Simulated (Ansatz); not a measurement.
MnO₂ (P-3m1): majority and minority states

```
Mn O
1.0
     2.85658    0.00000    0.00000
    -1.42829    2.47387    0.00000
     0.00000    0.00000    4.60137
Mn O
1 2
Direct
  0.00000 0.00000 0.50000
  0.66667 0.33333 0.29371
  0.33333 0.66667 0.70629
```

Geometry: a structure from the Materials Project; nothing is relaxed.

Functional, mesh and filling: LDA, 11×11×6 k mesh, Fermi–Dirac smearing of 0.03 eV. LAPW is all-electron LAPW in Ansatz 0.2.0. Site moments are integrated in spheres about the atoms. Start moments (μB): Mn1 2.5.

Give the density of states by spin, smoothed by a Gaussian of 0.15 eV.


```csv
E − E_F (eV),majority (states/eV/cell),minority (states/eV/cell)
-7.00,0.70,0.01
-6.60,1.66,0.37
-6.20,1.50,0.84
-5.80,1.51,1.50
-5.40,1.05,1.59
-5.00,1.03,1.47
-4.60,1.32,1.49
-4.20,1.69,0.49
-3.80,1.18,1.49
-3.40,0.52,1.82
-3.00,0.64,0.87
-2.60,0.75,0.82
-2.20,1.27,0.90
-1.80,2.60,0.89
-1.40,1.87,0.43
-1.00,1.78,0.01
-0.60,0.99,0.00
-0.20,0.20,0.00
0.20,0.00,0.13
0.60,0.00,1.93
1.00,0.03,2.42
1.40,1.13,2.22
1.80,2.12,0.77
2.20,1.60,0.06
2.60,0.13,0.03
3.00,0.00,1.20
3.40,0.00,2.64
3.80,0.00,1.07
4.20,0.00,0.01
```
Site moments (μB): Mn1 2.70, O2 0.06, O3 0.06. Cell moment 3.00 μB.

Löwdin populations of d and f shells (filled inner shells left out):

```csv
shell,up,down
Mn1 3d,3.97,1.18
```

The Ansatz runs typed with the search for lower states off end where their start leads. These are results for the start and cell typed. The real compound can order otherwise, in a larger cell, or not at all, since semilocal functionals at zero temperature often overstate magnetism.
